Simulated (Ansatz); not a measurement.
CrB2 (MoSi2 or CaC2 type, space group No. 139) at seven volumes, PBEsol in the plane-wave PAW code Ansatz, shape and atoms relaxed at each. One row is withheld.

```csv
V (Å³/atom),P (GPa)
7.175,30.09
7.412,?
7.648,8.57
7.885,0.00
8.121,-7.36
8.358,-13.70
8.595,-19.14
```

Fit the shown pressures and predict the withheld one.

Third-order Birch–Murnaghan: P = (3/2)B₀(x^(7/2) − x^(5/2))[1 + (3/4)(B′ − 4)(x − 1)] with x = (V₀/V)^(2/3). Least squares on the six rows gives V₀ = 7.885 Å³/atom, B₀ = 264.0 GPa, B′ = 4.01. At V = 7.412, x = 1.0421 and P = 18.49 GPa. The run itself gave 18.54 GPa.

Space group I4/mmm (MoSi2 or CaC2 type). A made-up cell: these elements were put on the sites of a structure type; neither database checked (COD, Materials Project) lists it. COD files the formula under space group No. 191. Whether it is the stable phase at ambient conditions was not checked. The cell was relaxed with PBEsol under the symmetry of its start; whether a distortion lowers the energy is not shown. The workflow began spin-polarised and lost its moments.

Potentials: the earlier of the program's two PAW sets. The files were generated under PBE; for other functionals the program regenerates the frozen cores, and for LDA and PBEsol the local potential too.
